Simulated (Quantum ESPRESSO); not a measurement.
GaSi3O7F (made-up cell) (calculated)

All values are calculated (Quantum ESPRESSO 7.5). Calculation on a made-up crystal cell, not a measurement, run twice, once with a planted mistake found by running each candidate: periodic Kohn-Sham density functional theory in plane waves with PseudoDojo standard norm-conserving scalar-relativistic pseudopotentials, each functional with its own files (v0.5 for PBE, v0.4.1 for LDA and PBEsol), no spin polarisation, no spin-orbit coupling, atoms not relaxed, stress positive in tension, energies less a fixed whole-eV offset for each atom's element; levels are Kohn-Sham levels at fractions of this cell's reciprocal vectors, counted from the reference band (half the neutral cell's valence electrons, rounded up) at Gamma; error bars cover cutoff and k-mesh only, not smearing or the files; each bar is the largest change over components, and at least 0.002 eV, 0.002 eV per angstrom or 0.02 GPa; a charged cell sits in a uniform background, with energy and stress on this program's zero of potential; no dispersion term; energies are for the whole cell, and the offsets were chosen from early runs and are not element reference energies; a distance is the largest change of any value in units of its error bar (the energy's for the smearing term), a scale change is of lengths, and a coarse mesh keeps the half-step shift.

GaSi3O7F (made-up cell)

Intended structure:
```cif
# cell vector a (Å): 4.2441 0.0242 -0.0132
# cell vector b (Å): 0.0242 4.2425 0.0082
# cell vector c (Å): -0.0168 0.0104 5.5682
data_GaSi3O7F
_symmetry_space_group_name_H-M 'P 1'
_symmetry_Int_Tables_number 1
_cell_length_a 4.2442
_cell_length_b 4.2426
_cell_length_c 5.5682
_cell_angle_alpha 89.783
_cell_angle_beta 90.350
_cell_angle_gamma 89.347
_cell_volume 100.25
loop_
_atom_site_label
_atom_site_type_symbol
_atom_site_fract_x
_atom_site_fract_y
_atom_site_fract_z
_atom_site_occupancy
Ga1 Ga 0.96211 0.00785 0.01182 1
Si1 Si 0.46320 0.48203 0.25751 1
Si2 Si 0.98278 0.03137 0.49372 1
Si3 Si 0.47171 0.48065 0.76177 1
O1 O 0.32203 0.30645 0.99157 1
O2 O 0.68519 0.69375 0.97733 1
O3 O 0.77800 0.17037 0.25852 1
O4 O 0.17328 0.79506 0.23508 1
O5 O 0.30717 0.29967 0.50163 1
O6 O 0.69573 0.69453 0.50323 1
F1 F 0.81128 0.17985 0.74540 1
O7 O 0.19402 0.79659 0.73962 1
```

| Item | Value |
| --- | --- |
| lattice type | rutile, doubled along c |
| intended functional | pbe |
| intended cutoff | 1143 eV |
| intended fermi dirac smearing | 0.025 eV |
| intended scf tolerance | 1e-07 eV |
| intended electrons removed | 0 |
| healthy free energy less offsets | 11.475 eV |
| healthy scf iterations | 12 |
| healthy smearing term minus ts | 0 eV |
| healthy pressure | 16.84 GPa |
| healthy stress xx | -18.23 GPa |
| healthy stress yy | -9.72 GPa |
| healthy stress zz | -22.56 GPa |
| healthy stress yz | 4 GPa |
| healthy stress xz | 2.77 GPa |
| healthy stress xy | 2.77 GPa |
| healthy reference band | 37 |
| faulty free energy less offsets | 26.889 eV |
| faulty scf iterations | 12 |
| faulty smearing term minus ts | -0.008 eV |
| faulty pressure | 62.13 GPa |
| faulty stress xx | -61.04 GPa |
| faulty stress yy | -52.74 GPa |
| faulty stress zz | -72.6 GPa |
| faulty stress yz | 3.33 GPa |
| faulty stress xz | 2.28 GPa |
| faulty stress xy | 4.76 GPa |
| faulty reference band | 37 |
| candidate k points along each vector | 2 |
| candidate cutoff | 651 eV |
| candidate smearing | 0.44 eV |
| candidate functional | pbesol |
| candidate scf tolerance | 0.07 eV |
| candidate electrons removed | -1 |
| candidate scale change | -1.38 percent |
| candidate first exchanged site | 10 |
| candidate second exchanged site | 11 |
| intended k mesh | 5 x 5 x 4, shifted by half a step |
| structure shown | as intended, without the mistake |
| fault kind | wrong charge |
| other mistakes compared | 7 |
| distance from healthy | 4921 error bars |
| distance from nearest other mistake | 1666 error bars |
| healthy error bar energy | 0.003133 eV |
| healthy error bar stress | 0.03473 GPa |
| healthy error bar force | 0.002139 eV/Å |
| healthy error bar next band up | 0.002 eV |

Atoms:
```tsv
atoms element	atom site	atom energy offset (eV)
Ga	1	-2080
Si	2	-115
Si	3	-115
Si	4	-115
O	5	-452
O	6	-452
O	7	-452
O	8	-452
O	9	-452
O	10	-452
F	11	-677
O	12	-452
```

Healthy forces:
```tsv
site	x (eV/Å)	y (eV/Å)	z (eV/Å)
1	3.845	-3.184	-1.355
2	2.18	4.066	-1.567
3	3.047	-7.083	-1.091
4	-0.039	7.513	-1.837
5	-1.307	-1.658	1.642
6	-2.22	-3.534	0.697
7	-2.467	4.36	3.265
8	2.61	-1.723	4.261
9	-1.456	-1.078	0.821
10	-1.154	-1.622	-0.16
11	-2.402	3.097	-3.027
12	-0.636	0.848	-1.651
```

Healthy levels:
```tsv
level k point	next band up (eV)
Gamma	2.989
(1/2,1/2,1/2)	5.585
(0.15,0,0)	3.371
(0,0.15,0)	3.384
(0,0,0.15)	3.29
```

Faulty forces:
```tsv
site	x (eV/Å)	y (eV/Å)	z (eV/Å)
1	3.592	-2.701	-1.327
2	1.922	3.512	-1.174
3	2.727	-6.397	-1.408
4	-0.17	7.01	-1.49
5	-1.618	-1.637	1.731
6	-2.021	-2.951	0.698
7	-2.548	3.967	2.563
8	2.459	-1.563	3.958
9	-1.539	-1.012	0.235
10	-0.861	-1.004	-0.353
11	-1.782	2.534	-2.151
12	-0.163	0.243	-1.282
```

Faulty levels:
```tsv
level k point	next band up (eV)
Gamma	3.2
(1/2,1/2,1/2)	5.87
(0.15,0,0)	3.588
(0,0.15,0)	3.602
(0,0,0.15)	3.506
```

Candidate mistake: coarse kmesh, low cutoff, wide smearing, wrong functional, loose scf, wrong charge, cell scaled, atoms exchanged
